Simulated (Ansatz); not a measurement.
W:
```cif
data_W8
_chemical_formula_sum 'W8'
_space_group_name_H-M_alt 'P 1'
_space_group_IT_number 1
_cell_length_a 5.03231
_cell_length_b 5.03231
_cell_length_c 5.03231
_cell_angle_alpha 90.000
_cell_angle_beta 90.000
_cell_angle_gamma 90.000
loop_
_space_group_symop_operation_xyz
  'x, y, z'
loop_
_atom_site_label
_atom_site_type_symbol
_atom_site_fract_x
_atom_site_fract_y
_atom_site_fract_z
_atom_site_occupancy
W1 W 0.00000 0.00000 0.00000 1
W2 W 0.50000 0.50000 0.50000 1
W3 W 0.00000 0.50000 0.25000 1
W4 W 0.00000 0.50000 0.75000 1
W5 W 0.25000 0.00000 0.50000 1
W6 W 0.75000 0.00000 0.50000 1
W7 W 0.50000 0.75000 0.00000 1
W8 W 0.50000 0.25000 0.00000 1
```

Relaxed with PBEsol.

**Question.** Which orbitals make up the states near the Fermi level in PBEsol (plane waves, PAW; program Ansatz)?

**Answer.** Within 0.5 eV of the Fermi level: W 5d 90 %, W 6s 5 %. Projections are on Löwdin-orthogonalised atomic valence shells; empty p or d shells of many metals are not among them.

**Question.** Tabulate the density of states.

**Answer.** States/eV per cell of 8 atoms, in 0.25 eV bins, energy from the Fermi level.

```csv
E (eV),total,W 5d,W 6s,W 5p
-7.85,0.67,0.02,0.57,0.02
-7.60,0.84,0.04,0.70,0.02
-7.35,0.88,0.06,0.73,0.03
-7.10,0.94,0.09,0.76,0.03
-6.85,1.18,0.15,0.92,0.04
-6.60,1.40,0.25,1.03,0.04
-6.35,1.78,0.45,1.20,0.05
-6.10,2.90,1.14,1.59,0.07
-5.85,3.73,2.05,1.51,0.06
-5.60,7.32,4.65,2.41,0.11
-5.35,9.06,6.70,2.11,0.11
-5.10,6.01,4.72,1.15,0.07
-4.85,7.30,5.91,1.21,0.10
-4.60,6.21,5.17,0.89,0.09
-4.35,2.98,2.54,0.37,0.05
-4.10,4.39,3.96,0.32,0.07
-3.85,6.24,5.88,0.22,0.08
-3.60,7.49,7.12,0.25,0.07
-3.35,10.40,9.97,0.25,0.11
-3.10,12.27,11.72,0.28,0.14
-2.85,13.30,12.59,0.38,0.17
-2.60,9.87,8.99,0.57,0.13
-2.35,11.68,9.92,1.26,0.17
-2.10,6.48,5.42,0.68,0.10
-1.85,8.57,7.24,0.72,0.14
-1.60,10.98,9.60,0.62,0.15
-1.35,8.14,7.25,0.39,0.09
-1.10,9.56,8.36,0.54,0.11
-0.85,6.30,5.51,0.39,0.06
-0.60,5.87,5.04,0.49,0.06
-0.35,2.89,2.44,0.26,0.03
-0.10,2.38,2.07,0.17,0.02
0.15,3.45,3.18,0.12,0.02
0.40,6.12,5.64,0.21,0.03
0.65,7.39,6.70,0.36,0.03
0.90,4.85,4.52,0.14,0.02
1.15,5.87,5.50,0.17,0.02
1.40,8.47,8.08,0.17,0.02
1.65,6.46,6.22,0.10,0.01
1.90,5.15,4.94,0.10,0.01
2.15,10.08,9.72,0.19,0.01
2.40,9.94,9.43,0.28,0.02
2.65,5.84,5.46,0.20,0.01
2.90,7.94,7.20,0.39,0.02
3.15,5.75,5.30,0.23,0.01
3.40,6.20,5.77,0.19,0.01
3.65,7.78,7.25,0.27,0.01
```

Space group Pm-3n (A15 (β-W type)). The workflow started from an entry of the Crystallography Open Database (COD), which files this formula under 6 space groups. It is not the phase usual at ambient conditions (space group No. 229). The cell was relaxed with PBEsol under the symmetry of its start; whether a distortion lowers the energy is not shown. The run is not spin-polarised. Spin–orbit coupling is left out wherever it is not named.

Potentials: the earlier of the program's two PAW sets. The files were generated under PBE; for other functionals the program regenerates the frozen cores, and for LDA and PBEsol the local potential too.
